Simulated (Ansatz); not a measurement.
The cell is COD entry 9004223, as deposited and not checked against the literature; nothing was relaxed. The listed cell was then made from it by scaling, straining or moving an atom.

CuAu: DFT, PBEsol, all-electron LAPW, scalar-relativistic (Ansatz 0.2.0). What sets it apart from a plain run of this crystal: equal xx and yy strain of +2 %.

Command: `ansatz run input.yaml --threads 1 --pin off --max-ram 3072MiB --backend cpu --events-out ev --progress --plain --runs-dir out` The run took 82 s on 1 thread of Arm Neoverse V2, on a shared host, peak memory 0.85 GiB.

```yaml
crystal:
  lattice:
    - [2.856, 0.0, 0.0]
    - [0.0, 2.856, 0.0]
    - [0.0, 0.0, 3.67]
  atoms:
    - { symbol: Cu, position: [0.5, 0.5, 0.5] }
    - { symbol: Au, position: [0.0, 0.0, 0.0] }
kpoints:
  mp_grid: { grid: [13, 13, 10] }
  band_path:
    path:
      - [0.0, 0.0, 0.0]
      - [0.0, 0.5, 0.0]
      - [0.5, 0.5, 0.0]
      - [0.0, 0.0, 0.0]
      - [0.0, 0.0, 0.5]
      - [0.0, 0.5, 0.5]
      - [0.5, 0.5, 0.5]
      - [0.0, 0.0, 0.5]
      - [0.0, 0.5, 0.0]
    npoints: 5
scf:
  occupations: { method: fermi_dirac, width: 0.05 }
hamiltonian:
  xc: pbesol
  pseudopotentials: { kind: all_electron, lapw: { basis_error: 0.00025 } }
output:
  forces: true
  stress: true
  eigenvalues: true
```

Output (standing set-up lines are left out):

```
LAPW: plane waves up to 8.994 Å⁻¹, error target 2.5e-4 eV per atom; small_component_spin mean_spin; Cu in spheres of 1.334 Å, 19 of its electrons in bands, Dirac shells []; Au in spheres of 1.394 Å, 43 of its electrons in bands, Dirac shells []
Crystal: 2 atoms, lattice volume = 29.935 Å³
Basis set: ecut = 308.21041314799413 eV, 363 PW (Γ), exchange–correlation at level 2
iter 1 solved again at ethr=3.25e-4 eV; its pass at ethr=1.00e-1 eV (dr2=2.01e-1 eV) is discarded
SCF iter   1: F=—  HF=-562081.725530 eV  |F-HF|=—  |Δ(HF+E_count)|=         —  Δρ=3.48e-2  dr2=2.02e-1  ethr=3.25e-4  ⟨swp⟩=2.9  Hψ=41144  notcnv=0
preconditioner: auto → Kerker (q_TF=auto, 3.080 Å⁻¹)  [metal: Δε(μ)=0.018 eV  Ē_g=13.023 eV  σ=0.050 eV  W_gap=0.09  n_scr=14 (ndim 8)  ℏωp=31.8 eV  f_vac=0.005  D(μ)=1.06/eV (n_scr^D=6)]
SCF iter   2: F=—  HF=-562082.373289 eV  |F-HF|=—  |Δ(HF+E_count)|=   6.48e-1  Δρ=2.71e-2  dr2=4.16e-1  ethr=3.25e-4  ⟨swp⟩=3.0  Hψ=20895  notcnv=0
SCF iter   3: F=—  HF=-562080.678937 eV  |F-HF|=—  |Δ(HF+E_count)|=    1.69e0  Δρ=9.90e-3  dr2=3.73e-2  ethr=3.25e-4  ⟨swp⟩=2.8  Hψ=18900  notcnv=0
SCF iter   4: F=—  HF=-562080.653258 eV  |F-HF|=—  |Δ(HF+E_count)|=         —  Δρ=7.15e-3  dr2=1.39e-2  ethr=6.02e-5  ⟨swp⟩=2.0  Hψ=18347  notcnv=0
the basis was enlarged: its passes take 727.0 KiB over the memory plan, 1 of 1 planned eigensolver slots
SCF iter   5: F=—  HF=-562080.649192 eV  |F-HF|=—  |Δ(HF+E_count)|=   4.07e-3  Δρ=3.71e-3  dr2=6.44e-3  ethr=2.24e-5  ⟨swp⟩=2.0  Hψ=18334  notcnv=0
SCF iter   6: F=—  HF=-562080.648517 eV  |F-HF|=—  |Δ(HF+E_count)|=   6.76e-4  Δρ=1.94e-3  dr2=1.80e-3  ethr=1.04e-5  ⟨swp⟩=2.0  Hψ=17966  notcnv=0
iter 7 solved again at ethr=1.05e-7 eV; its pass at ethr=2.91e-6 eV (dr2=6.52e-5 eV) is discarded
SCF iter   7: F=—  HF=-562080.648524 eV  |F-HF|=—  |Δ(HF+E_count)|=   7.24e-6  Δρ=3.92e-4  dr2=6.51e-5  ethr=1.05e-7  ⟨swp⟩=2.0  Hψ=31316  notcnv=0
SCF iter   8: F=—  HF=-562080.648504 eV  |F-HF|=—  |Δ(HF+E_count)|=   1.99e-5  Δρ=1.86e-4  dr2=2.06e-5  ethr=1.05e-7  ⟨swp⟩=2.0  Hψ=18346  notcnv=0
SCF iter   9: F=—  HF=-562080.648501 eV  |F-HF|=—  |Δ(HF+E_count)|=   3.15e-6  Δρ=4.27e-5  dr2=5.25e-7  ethr=3.33e-8  ⟨swp⟩=2.0  Hψ=18346  notcnv=0
SCF iter  10: F=—  HF=-562080.648500 eV  |F-HF|=—  |Δ(HF+E_count)|=   5.56e-7  Δρ=3.50e-5  dr2=8.18e-7  ethr=8.47e-10  ⟨swp⟩=2.0  Hψ=18347  notcnv=0
SCF iter  11: F=—  HF=-562080.648500 eV  |F-HF|=—  |Δ(HF+E_count)|=   2.19e-7  Δρ=1.68e-5  dr2=1.83e-7  ethr=8.47e-10  ⟨swp⟩=2.0  Hψ=18346  notcnv=0
SCF iter  12: F=-562080.648500 eV  HF=-562080.648500 eV  |F-HF|=2.31e-8  |Δ(HF+E_count)|=   9.00e-8  Δρ=3.84e-6  dr2=8.21e-9  ethr=2.95e-10  ⟨swp⟩=2.0  Hψ=18346  notcnv=0
SCF 1 converged in 12 iterations: F = -562080.648500 eV  dr2 = 8.21e-9
NSCF: frozen V_eff on 41 k-points
SCF converged after 12 iterations
Free energy (F): -562080.648500 eV
Harris-Foulkes:  -562080.648500 eV  (|F-HF|=2.31e-8)
Internal energy: -562080.641794 eV  (E = F + TS)
E sigma→0 (E₀):  -562080.645147 eV
Entropy (-TS):   -0.006705 eV (-3.353 meV/atom)
Fermi energy:    20.645369 eV
--- Per-component energies (eV) ---
  E_band       = -4326.133742
  E_kinetic    = 635064.894099
  E_xc         = -11574.345110
  E_electrostatic = -1185571.190783  (all electrons and nuclei)
  E_smearing   = -0.006705  (= −TS)
  E_closure    = 0.000000  (closes the sum)
  E_atoms      = -562072.315016  (free atoms, spherical and without spin; not in F)
  Σ components = -562080.648500   (vs F -562080.648500, Δ=0.00e0)
  Basis errors (estimates in eV, not in F): energy 6.2e-5 per atom: plane waves 5.0e-5 (2.6e-5 summed), levels above the bands 2.4e-147, relativity 5.9e-9, radial functions 1.2e-5, core shells 4.1e-8; eigenvalues (radial functions only) 2.7e-7; not estimated: angular momenta, meshes, grids; target (lapw.basis_error) 2.5e-4; muffin-tin radii Cu 1.334 Å, Au 1.394 Å
--- Forces (eV/Å), atoms counted from 1 ---
  atom   1  Cu     0.00000000    -0.00000000     0.00000000
  atom   2  Au     0.00000000     0.00000000     0.00000000
  max |Σ_I F_I| component: 7.40e-32 eV/Å
--- Stress (GPa, compression-positive) ---
       -8.058827       0.000000       0.000000
        0.000000      -8.058827       0.000000
        0.000000       0.000000      -7.030674
  P = ⅓ Tr σ = -7.7161 GPa (-77.161 kbar)
--- Band table (eV; the first three rows and the last of 168) ---
  k-point 0: bands = ["-302.2499", "-302.2499", "-302.2459", "-302.2401", "-302.2281", "-91.2235", "-85.1419", "-58.2166", "-58.2078", "-58.2078", "-58.2039", "-58.2025", "-58.1954", "-58.1954", "-48.7645", "-48.7574", "-48.7574", "-36.5038", "-36.4630", "-36.4630", "11.0599", "14.2840", "14.4285", "16.6797", "16.6797", "17.6520", "17.9698", "18.6223", "19.0181", "19.2269", "19.2269", "22.9813", "28.7413", "30.2291", "30.2291", "36.8254", "36.8899", "37.9565"]
  k-point 1: bands = ["-302.2499", "-302.2499", "-302.2459", "-302.2401", "-302.2281", "-91.2235", "-85.1419", "-58.2166", "-58.2078", "-58.2078", "-58.2039", "-58.2025", "-58.1954", "-58.1954", "-48.7645", "-48.7574", "-48.7574", "-36.5044", "-36.4630", "-36.4630", "11.1838", "14.3076", "14.4699", "16.7011", "16.7011", "17.6717", "17.9352", "18.5911", "18.9954", "19.1500", "19.1500", "22.1966", "29.7193", "30.4681", "30.4681", "36.3545", "36.7728", "38.6013"]
  k-point 2: bands = ["-302.2499", "-302.2499", "-302.2459", "-302.2401", "-302.2281", "-91.2235", "-85.1419", "-58.2166", "-58.2078", "-58.2078", "-58.2039", "-58.2025", "-58.1954", "-58.1954", "-48.7646", "-48.7574", "-48.7574", "-36.5058", "-36.4630", "-36.4630", "11.5421", "14.3714", "14.5827", "16.7623", "16.7623", "17.7267", "17.8424", "18.4962", "18.9326", "18.9488", "18.9488", "20.6615", "31.1538", "31.1538", "31.8327", "35.6550", "36.6323", "39.5851"]
  k-point 167: bands = ["-302.2499", "-302.2499", "-302.2459", "-302.2401", "-302.2281", "-91.2218", "-85.1326", "-58.2162", "-58.2084", "-58.2084", "-58.2040", "-58.2023", "-58.1953", "-58.1953", "-48.7707", "-48.7707", "-48.7624", "-36.5798", "-36.5798", "-36.4866", "14.3466", "15.0557", "15.0934", "17.3008", "17.4726", "17.5265", "17.6274", "18.6096", "18.8778", "19.0433", "24.9066", "25.4998", "26.1733", "26.5830", "27.3085", "27.6002", "28.6820", "30.4437"]
```
